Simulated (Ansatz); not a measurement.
An element in the diamond structure gives these cold pressures by all-electron LAPW under PBEsol (Ansatz 0.2.0, scalar-relativistic, no spin polarisation).

```
V (Å³/atom)  P (GPa)
      30.66     0.00
      27.60     1.64
      24.53     2.61
      21.46     4.72
      18.40     9.34
      15.33     25.6
      12.26     78.5
```

Q: Which element is it?

A: Sc. Its zero-pressure volume in this structure is near 30.7 Å³/atom; the volume and the steepness of P(V) together point to it, though neighbours can come close. Other candidates weren't computed, and some may come near.
